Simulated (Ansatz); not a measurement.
**Formation energy of RuBr₂ in the CdI2-type structure**

Level of theory: DFT, PBEsol, scalar-relativistic, no spin polarisation; plane waves to 420 eV with PAW datasets (Ansatz 0.2.0), Γ-centred 10×10×6 mesh, 0.05 eV Gaussian smearing. The datasets are Ansatz's generated set soft_2.

The cell came from substitution into a structure type; whether the compound takes it is for experiment to say.

The structure is trigonal, space group P-3m1 (No. 164). Conventional cell: a = 3.724 Å, b = 3.724 Å, c = 5.800 Å, α = 90.00°, β = 90.00°, γ = 120.00°. Ru (site symmetry -3m) has 6 Br at 2.50 Å as nearest neighbours. Br (site symmetry 3m) is surrounded by 3 Ru at 2.50 Å. (Neighbours are counted to 15 % beyond the shortest distance.)

The elements were computed in their standard states with the same datasets, cutoff and functional. Absolute energies hang on the potentials; compare differences alone.

Energy of the relaxed cell (3 atoms, smearing extrapolated to zero): -11289.699 eV. Elements, in eV/atom: Ru -5816.503, Br -2736.473.

Problem. What is the formation energy?

Solution. [-11289.699 − (1 × -5816.503 + 2 × -2736.473)] / 3 = -0.08 eV/atom, or -8 kJ per mole of atoms.

The value is for 0 K, without zero-point energy. Uncorrected semilocal values for oxides, chalcogenides and halides often miss by tenths of an eV an atom. A negative value shows stability against the elements alone, not against other compounds or structures.

The structure is built of weakly bound layers, and this functional has no dispersion term, so their spacing and all that hangs on it (volume, the soft elastic constants, low modes, dielectric constants) are poorly given.
